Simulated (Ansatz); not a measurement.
BeS (wurtzite), relaxed with r²SCAN (Ansatz, a program for electronic structure, plane waves, PAW): a = b = 3.4339 Å, c = 5.6609 Å, α = β = 90.00°, γ = 120.00°.

| Quantity | Result |
|---|---|
| gap (eV) | 4.09 |
| ΔH_f (eV/atom) | -1.22 |
| B₀ by P(V) fit (GPa) | 97.1 |
| electron conductivity mass (mₑ) | 0.41 |

Problem. The same phase is relaxed and computed with PBE in the same code. What are the cell and these values now?

Solution. a = 3.4392 Å, b = 3.4392 Å, c = 5.6666 Å, α = 90.00°, β = 90.00°, γ = 120.00°.

* **gap (eV)**: 3.71
* **ΔH_f (eV/atom)**: -1.07
* **B₀ by P(V) fit (GPa)**: 92.6
* **electron conductivity mass (mₑ)**: 0.43

Typed or built starts, not in the databases checked: BeS, wurtzite. All cells were relaxed under the symmetry of their starts (and spin orders); stability against distortions was not tested throughout.

Potentials: the earlier of the program's two PAW sets.

Ansatz is a plane-wave DFT program.

Formation energies count from the lowest solids of the elements computed at the same level, not from gases.
